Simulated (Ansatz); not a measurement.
Mg:
```yaml
crystal:
  lattice:
    - [5.72770, 0.00000, 0.00000]
    - [0.00000, 5.72770, 0.00000]
    - [0.00000, 0.00000, 5.72770]
  atoms:
    - { symbol: Mg, position: [0.00000, 0.00000, 0.00000] }
    - { symbol: Mg, position: [0.50000, 0.50000, 0.50000] }
    - { symbol: Mg, position: [0.25000, 0.00000, 0.50000] }
    - { symbol: Mg, position: [0.75000, 0.00000, 0.50000] }
    - { symbol: Mg, position: [0.50000, 0.25000, 0.00000] }
    - { symbol: Mg, position: [0.50000, 0.75000, 0.00000] }
    - { symbol: Mg, position: [0.00000, 0.50000, 0.25000] }
    - { symbol: Mg, position: [0.00000, 0.50000, 0.75000] }
```

Relaxed with PBE. Special points in fractions of this cell's reciprocal vectors: Γ (0.000, 0.000, 0.000); X (0.000, 0.500, 0.000); M (0.500, 0.500, 0.000); R (0.500, 0.500, 0.500).

### Question
List the band energies nearest the Fermi level at these points for PBE (plane waves, PAW; program Ansatz).

### Answer
In eV from the Fermi level; about four levels below and three above (degenerate sets whole), none deeper than 8.9 eV; points with the same levels are listed once.

```json
[
 {"k": "Γ", "below": "-2.32 -2.32 -2.31 -2.19 -2.19 -2.19", "above": "1.55 1.55 1.61 1.61 1.61"},
 {"k": "X", "below": "-1.07 -1.07 -1.00 -1.00", "above": "2.61 2.61 2.86 2.86"},
 {"k": "M", "below": "-0.25 -0.25 -0.11 -0.07", "above": "0.11 0.11 0.56"},
 {"k": "R", "below": "-3.35 -3.35 -3.35 -3.35 -3.35 -3.35 -3.34 -3.34", "above": "4.72 4.72 4.72 4.72 4.72 4.72"}
]
```

Space group Pm-3n (A15 (β-W type)). The start of the workflow was typed in or built on a structure type; neither database checked (COD, Materials Project) lists it. It is not the phase usual at ambient conditions (space group No. 194). The cell was relaxed with PBE under the symmetry of its start; its stability against distortions is not shown here.

Potentials: the later of the program's two PAW sets.
